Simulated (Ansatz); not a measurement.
Input deck for Ansatz 0.2.0, then the block of the output on the nuclei.

The cell is a Materials Project structure (computed, not necessarily an observed phase), atoms as given.

```yaml
crystal:
  lattice:
    - [5.3468774062, -2.999833398, 0.0]
    - [5.3468774062, 2.999833398, 0.0]
    - [-3.4799017493, 0.0, 5.0859035084]
  atoms:
    - { symbol: Na, position: [0.0, 0.0, 0.0] }
    - { symbol: Mg, position: [0.5, 0.5, 0.0] }
    - { symbol: Mn, position: [0.0, 0.0, 0.5], spin: 4.0 }
    - { symbol: Mn, position: [0.0, 0.5, 0.5], spin: 4.0 }
    - { symbol: Mn, position: [0.5, 0.0, 0.5], spin: 4.0 }
    - { symbol: Mn, position: [0.5, 0.5, 0.5], spin: 4.0 }
    - { symbol: O, position: [0.2537035, 0.2537035, 0.711237] }
    - { symbol: O, position: [0.244325, 0.69911, 0.704696] }
    - { symbol: O, position: [0.7505145, 0.7505145, 0.702588] }
    - { symbol: O, position: [0.69911, 0.244325, 0.704696] }
    - { symbol: O, position: [0.2494855, 0.2494855, 0.297412] }
    - { symbol: O, position: [0.30089, 0.755675, 0.295304] }
    - { symbol: O, position: [0.7462965, 0.7462965, 0.288763] }
    - { symbol: O, position: [0.755675, 0.30089, 0.295304] }
magnetization:
  spin_polarized: true
kpoints:
  mp_grid: { grid: [7, 7, 7] }
scf:
  occupations: { method: fermi_dirac, width: 0.05 }
hamiltonian:
  xc: r2scan
  pseudopotentials: { kind: paw }
output:
  forces: true
  stress: true
  populations: true
  efg:
    quadrupole_moments_barn: { Na: 0.104, Mg: 0.1994, Mn: 0.33, O: -0.02558 }
    contact_densities: true
```

```sh
ansatz run input.yaml --threads 1 --pin off --max-ram 3072MiB --backend cpu --events-out ev --progress --plain --runs-dir out
```

Of the output, the block on the nuclei alone is shown; the set-up, the SCF iterations, energies, forces and stress are cut. One atom of each set with nearly equal values is shown.

```
--- PAW observables at the nuclei: V_zz in 10²¹ V/m², potentials from the cell's mean, atoms counted from 1 ---
  atom   1  Na V_zz =    -1.609057   η = 0.1498   by run symmetry: allowed   C_q = -4.0463 MHz
            electrostatic potential = -982.023414 V   contact ρ = 5893.289470 e/Å³   contact ρ_s (e/Å³): all electrons +0.141812, valence +0.131750
  atom   2  Mg V_zz =    -1.319407   η = 0.0976   by run symmetry: allowed   C_q = -6.3615 MHz
            electrostatic potential = -1103.448716 V   contact ρ = 7781.370043 e/Å³   contact ρ_s (e/Å³): all electrons +0.558869, valence +0.538298
  atom   3  Mn V_zz =    +3.597947   η = 0.1127   by run symmetry: allowed   C_q = +28.7093 MHz
            electrostatic potential = -3028.072351 V   contact ρ = 87685.851401 e/Å³   contact ρ_s (e/Å³): all electrons -3.124016, valence +7.180191
  atom   4  Mn V_zz =    -2.238863   η = 0.3929   by run symmetry: allowed   C_q = -17.8647 MHz
            electrostatic potential = -3025.023070 V   contact ρ = 87709.577963 e/Å³   contact ρ_s (e/Å³): all electrons -0.981645, valence +6.002022
  atom   6  Mn V_zz =    -4.802989   η = 0.3690   by run symmetry: allowed   C_q = -38.3248 MHz
            electrostatic potential = -3026.110305 V   contact ρ = 87700.080804 e/Å³   contact ρ_s (e/Å³): all electrons -1.280443, valence +7.451852
  atom   7  O  V_zz =    -4.598696   η = 0.9210   by run symmetry: allowed   C_q = +2.8444 MHz
            electrostatic potential = -622.331154 V   contact ρ = 2153.150516 e/Å³   contact ρ_s (e/Å³): all electrons +0.752934, valence +0.740493
  atom   8  O  V_zz =    +4.273910   η = 0.7446   by run symmetry: allowed   C_q = -2.6435 MHz
            electrostatic potential = -622.207209 V   contact ρ = 2152.179497 e/Å³   contact ρ_s (e/Å³): all electrons +0.807032, valence +0.811733
  atom   9  O  V_zz =    -6.610697   η = 0.6055   by run symmetry: allowed   C_q = +4.0889 MHz
            electrostatic potential = -622.654031 V   contact ρ = 2153.488152 e/Å³   contact ρ_s (e/Å³): all electrons +0.918284, valence +1.009348
```

The run took 15 min of wall time (15 min of CPU time) and 2.4 GiB at its peak, on 1 thread of Arm Neoverse V1 (aarch64; 28 cores open to the job, memory cap 3.0 GiB, no GPU), a shared host with a load of 0.8 a core.

At this cell the r2SCAN pressure is -9 GPa, so with r2SCAN the cell would shrink if it were relaxed. The entry's cell may itself be off. The largest force is 0.7 eV/Å, so the atoms aren't at the calculated equilibrium and relaxing them would move these values. Runs of this kind can end above the lowest electronic state. The program didn't check the stability of this electronic state in full, so a lower one may lie near. With a gap of 0.3 eV under a smearing of 0.05 eV the band edges are partly filled, so small gradients can hang on the smearing and the k-mesh. All moments are parallel here, as the start or the cell imposes; many such compounds order antiparallel, where fields and spin densities carried over to other atoms largely cancel. The magnetic order is the one that the run reached from its start moments, not necessarily the measured one; the program found signs of a lower order.
